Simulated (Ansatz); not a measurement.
NbC:
```
CELL_PARAMETERS angstrom
      0.00000     2.21347     2.21347
      2.21347     0.00000     2.21347
      2.21347     2.21347     0.00000
ATOMIC_POSITIONS crystal
  Nb 0.00000 0.00000 0.00000
  C  0.50000 0.50000 0.50000
```

Relaxed with LDA.

Problem. Decompose the optical modes at the zone centre into irreducible representations, and say which are infrared and Raman allowed.

Solution. Point group m-3m: Γ_opt = T1u. Infrared: T1u. Raman: none.

Problem. Assign frequencies (DFPT, LDA in the plane-wave PAW code Ansatz).

Solution. T1u 551 cm⁻¹.

Space group Fm-3m (rock salt). The cell was relaxed with LDA under the symmetry of its start; of distortions, only those at the zone centre were tested. The run is not spin-polarised. As this level gives no gap, phonon frequencies hold no LO–TO term and depend on the k-mesh and smearing (Fermi–Dirac, 0.1 eV here).

Potentials: the later of the program's two PAW sets.
